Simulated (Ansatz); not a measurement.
AgI:
```yaml
crystal:
  lattice:
    - [4.56036, 0.00000, 0.00000]
    - [-2.28018, 3.94938, 0.00000]
    - [0.00000, 0.00000, 7.45149]
  atoms:
    - { symbol: Ag, position: [0.33333, 0.66667, 0.00240] }
    - { symbol: Ag, position: [0.66667, 0.33333, 0.50240] }
    - { symbol: I, position: [0.33333, 0.66667, 0.37750] }
    - { symbol: I, position: [0.66667, 0.33333, 0.87750] }
```

x, y and z are the axes in which the lattice vectors are written.

**Question.** Give the proper piezoelectric stress tensor with relaxed ions from plane-wave PAW PBEsol (Ansatz code).

**Answer.** In C/m², rows x, y, z, Voigt columns; mesh uncertainty up to 0.00.
```
 0.00   0.00   0.00   0.00  -0.09   0.00
 0.00   0.00   0.00  -0.09   0.00   0.00
-0.12  -0.12   0.20   0.00   0.00   0.00
```

The elastic tensor of the same run (GPa):

|  | 1 | 2 | 3 | 4 | 5 | 6 |
|---|---|---|---|---|---|---|
| 1 | 42.8 | 30.8 | 27.8 | 0.0 | 0.0 | 0.0 |
| 2 | 30.8 | 42.8 | 27.8 | 0.0 | 0.0 | 0.0 |
| 3 | 27.8 | 27.8 | 48.2 | 0.0 | 0.0 | 0.0 |
| 4 | 0.0 | 0.0 | 0.0 | 5.4 | 0.0 | 0.0 |
| 5 | 0.0 | 0.0 | 0.0 | 0.0 | 5.4 | 0.0 |
| 6 | 0.0 | 0.0 | 0.0 | 0.0 | 0.0 | 6.0 |

**Question.** Convert to strain constants d = e·S.

**Answer.** In pC/N:
```
  0.0    0.0    0.0    0.0  -16.5    0.0
  0.0    0.0    0.0  -16.5    0.0    0.0
 -5.6   -5.6   10.7    0.0    0.0    0.0
```

Space group P6_3mc (wurtzite). The PBEsol relaxation kept the symmetry of its start. No spin polarisation was allowed. Signs of piezoelectric constants follow the polarity of the cell as given. Spin–orbit coupling is left out wherever it is not named.

Potentials: the earlier of the program's two PAW sets. The files were generated under PBE; for other functionals the program regenerates the frozen cores, and for LDA and PBEsol the local potential too.
